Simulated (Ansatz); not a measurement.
# Guessed and relaxed cells of Pt

Recipe of this trial structure of Pt: random cell by space group and Wyckoff sites (Fm-3m, No. 225). Lengths were set from tabulated atomic sizes, so they are only a guess.

POSCAR.start

```
Pt
1.0
     0.00000    2.75454    2.75454
     2.75454    0.00000    2.75454
     2.75454    2.75454    0.00000
Pt
3
Direct
  0.75000 0.75000 0.75000
  0.00000 0.00000 0.00000
  0.25000 0.25000 0.25000
```

These are results of DFT PBE, scalar-relativistic, plane waves, PAW (Ansatz), not measurements. Cutoff 420 eV, Gaussian smearing, Γ-centred meshes. Cell and atoms relax first on a coarse mesh and then on a finer one. In between, the cell is made exact in the group found at 0.06 Å. In metals the finer mesh still leaves noise of several meV/atom or more. The steps can't lower the symmetry of their start. No spin polarisation.

POSCAR.end

```
Pt
1.0
     0.00000    3.03517    3.03517
     3.03517    0.00000    3.03517
     3.03517    3.03517    0.00000
Pt
3
Direct
  0.75000 0.75000 0.75000
  0.00000 0.00000 0.00000
  0.25000 0.25000 0.25000
```

The symmetry stays Fm-3m (No. 225). The volume per atom grows by 33.8 %, from 13.9 to 18.6 Å³. The shortest distance goes from 2.39 Å (Pt–Pt) to 2.63 Å (Pt–Pt). The energy falls by about 1.3 eV/atom (the start's value is from the coarse mesh).

```json
{
  "Volume per atom": "18.64 Å³",
  "Density": "17.38 g/cm³",
  "Energy over the standard state": "+0.43 eV/atom",
  "Gap on the 14×14×14 mesh of the 3-atom cell": "0 eV (a metal)"
}
```

Energies count from the standard state of Pt at the same level. It lies above the standard state, so it could only be metastable.

The last run used Gaussian smearing of 0.10 eV. Spin–orbit coupling, which can matter for Pt, is left out. Symmetry constrained the relaxation, so the result can be a saddle point. In all, the 3 runs took 55 s on 1 thread of Arm Neoverse N1, with other jobs on the host.
